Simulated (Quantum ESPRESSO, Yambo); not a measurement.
## Quasiparticle gap of YPO4

```
CELL_PARAMETERS angstrom
     -3.44492     3.44492     3.01187
      3.44492    -3.44492     3.01187
      3.44492     3.44492    -3.01187
ATOMIC_POSITIONS crystal
  O  0.16640 0.34105 0.82535
  O  0.09105 0.76570 0.67465
  O  0.51570 0.34105 0.17465
  O  0.09105 0.41640 0.32535
  O  0.58360 0.90895 0.67465
  O  0.65895 0.83360 0.17465
  O  0.23430 0.90895 0.32535
  O  0.65895 0.48430 0.82535
  P  0.25000 0.75000 0.50000
  P  0.50000 0.50000 0.00000
  Y  0.00000 0.00000 0.00000
  Y  0.75000 0.25000 0.50000
```

The geometry is that of Materials Project entry mp-5132, symmetrised and not relaxed again.

Starting point: PBEsol (pw.x of Quantum ESPRESSO, ONCV potentials, no spin-orbit coupling). G0W0 in Yambo: 2×2×2 Γ-centred k mesh, 221 bands and a 7 Ry block in the screening, 221 bands in G with the Bruneval-Gonze terminator, plasmon pole fitted at 27.2 eV.

```yaml
PBEsol gap along the band path: 5.88 eV
PBEsol gap between the mesh's edge points (Γ → X): 5.98 eV
G0W0 gap between the same points: 8.67 eV
PBEsol smallest direct gap on the mesh (at Γ): 6.12 eV
G0W0 direct gap at that point: 8.44 eV
smallest G0W0 gap among all computed states (the edges move to other k points): 8.44 eV
```

```
k point  band  E PBEsol (eV)  E QP (eV)  shift (eV)     Z
-------  ----  -------------  ---------  ----------  ----
Γ          VB           0.00      -1.19       -1.19  0.81
Γ          CB           6.12       7.25        1.13  0.86
X          VB          -0.46      -1.72       -1.26  0.81
X          CB           5.98       7.48        1.50  0.86
N          VB          -0.15      -1.30       -1.15  0.81
N          CB           6.28       7.85        1.56  0.85
M          VB          -0.69      -1.93       -1.23  0.81
M          CB           6.72       8.39        1.67  0.85
```

Energies count from the PBEsol valence-band maximum.

Nearest settings tried, and what they do to the gap: 148 bands in W, 148 bands in G: +77 meV; 6 Ry block (249 vectors against 313): -30 meV. Not varied: mesh. So the settings aren't converged at that level. The k mesh is coarse.
